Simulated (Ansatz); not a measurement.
Ge:
```
Ge
1.0
    5.92923     0.00000     0.00000
    0.00000     5.92923     0.00000
    0.00000     0.00000     6.95479
Ge
12
Direct
  0.08856   0.08856   0.00000
  0.41144   0.58856   0.75000
  0.91144   0.91144   0.50000
  0.58856   0.41144   0.25000
  0.17208   0.36941   0.25747
  0.13059   0.67208   0.00747
  0.82792   0.63059   0.75747
  0.86941   0.32792   0.50747
  0.67208   0.13059   0.99253
  0.63059   0.82792   0.24253
  0.32792   0.86941   0.49253
  0.36941   0.17208   0.74253
```

Relaxed with PBEsol. Special points in fractions of this cell's reciprocal vectors: Γ (0.000, 0.000, 0.000); X (0.000, 0.500, 0.000); M (0.500, 0.500, 0.000); Z (0.000, 0.000, 0.500); R (0.000, 0.500, 0.500); A (0.500, 0.500, 0.500).

### Question
List the band energies nearest the valence-band maximum at these points for PBEsol with spin–orbit coupling in the plane-wave PAW code Ansatz.

### Answer
In eV from the valence-band maximum; about four levels below and three above (degenerate sets whole), none deeper than 8.9 eV; points with the same levels are listed once.

```tsv
k	below	above
Γ	-1.02 -1.02 -0.25 -0.25	1.36 1.36 1.58 1.58
X	-0.13 -0.13 -0.11 -0.11	1.13 1.13 1.14 1.14
M	-0.11 -0.11 -0.11 -0.11	1.11 1.11 1.11 1.11
Z	-0.78 -0.78 -0.77 -0.77	0.73 0.73 0.76 0.76
R	-0.56 -0.56 -0.56 -0.56	0.66 0.66 0.66 0.66
A	-1.05 -1.05 -1.04 -1.04	1.10 1.10 1.12 1.12
```

Space group P4_32_12. The workflow started from a Materials Project entry (that database holds measured and hypothetical structures alike); the Crystallography Open Database files this formula in space group No. 96, but the cells were not matched. It is not the phase usual at ambient conditions (space group No. 227). Symmetry was held in the PBEsol relaxation; phonons on a q-mesh show no instability.

Potentials: the later of the program's two PAW sets.
